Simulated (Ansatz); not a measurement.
One stationary structure of VO2. Space group P6₃/mmc (No. 194), AFLOW prototype A2B_hP12_194_cg_f (C10, as in SiO2). All values below come from PBEsol (plane waves to 420 eV, PAW, scalar-relativistic; Ansatz, a quantum-chemistry and plane-wave program).

```xyz
12
Lattice="5.7432 0.0000 0.0000 -2.8716 4.9737 0.0000 0.0000 0.0000 9.3749" Properties=species:S:1:pos:R:3 pbc="T T T"
V      0.0000     3.3158     0.5857
V      2.8716     1.6579     5.2731
V      2.8716     1.6579     8.7892
V      0.0000     3.3158     4.1018
O      0.0000     3.3158     2.3437
O      2.8716     1.6579     7.0311
O      2.8716     0.0000     0.0000
O      1.4358     2.4869     4.6874
O     -1.4358     2.4869     0.0000
O      2.8716     0.0000     4.6874
O      1.4358     2.4869     0.0000
O     -1.4358     2.4869     4.6874
```

Task: Estimate the magnetic moment that PBEsol returns for this input.

Result: Net 0.29 μB/atom, ferromagnetic.

Spin state reached: ferromagnetic (net 0.29 μB/atom), from parallel starting moments; other spin orders were not run from this start. No Hubbard U is applied.

The run could not lose the symmetry of its start.

The first start was generated by placing the elements on the sites of a structure type. Materials Project lists a structure of VO2 in the same space group, P6₃/mmc (No. 194); the sites were not compared with it, nor with measured phases. Known forms of VO2 include space group No. 136.
